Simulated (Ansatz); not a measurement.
## Profile along the Cd–Cd line in Cd (hcp, Mg type)

Cd (hcp, Mg type)

Space group P6₃/mmc (No. 194); a = b = 3.016 Å, c = 5.822 Å, α = β = 90.00°, γ = 120.00°

| atom | site | symmetry | x | y | z |
|---|---|---|---|---|---|
| Cd | 2d | -6m2 | 0.6667 | 0.3333 | 0.2500 |

Fields along a shortest Cd–Cd line of a (0001) plane (3.02 Å), from Cd to Cd, interpolated on the slice's grid (step about 0.2 Å). The numbers are results of PBE (plane waves to 420 eV, PAW, scalar-relativistic; Ansatz, a quantum-chemistry and plane-wave program), not measurements. k mesh 18×18×8. Inside the PAW spheres the values are not all-electron values, and peaks at nuclei hang on which shells count as valence. Cd was relaxed with its symmetry unable to fall. The PAW data are Ansatz's earlier set. The relaxed volume of Cd is well above the measured one; the method has no dispersion term.

| distance from Cd (Å) | valence electron density (e/Å³) | electron localisation function |
|---|---|---|
| 0.00 | 26.72 | x |
| 0.30 | 17.93 | x |
| 0.60 | 5.80 | 0.43 |
| 0.91 | 0.96 | 0.28 |
| 1.21 | 0.27 | 0.20 |
| 1.51 | 0.19 | 0.24 |
| 1.81 | 0.27 | 0.20 |
| 2.11 | 0.96 | 0.28 |
| 2.42 | 5.80 | 0.43 |
| 2.72 | 17.93 | x |
| 3.02 | 26.72 | x |

x: too close to a nucleus for the ELF to mean much.

Density on the Cd–Cd line (3.02 Å) at its midpoint: 0.19 e/Å³. ELF at that point: 0.24.
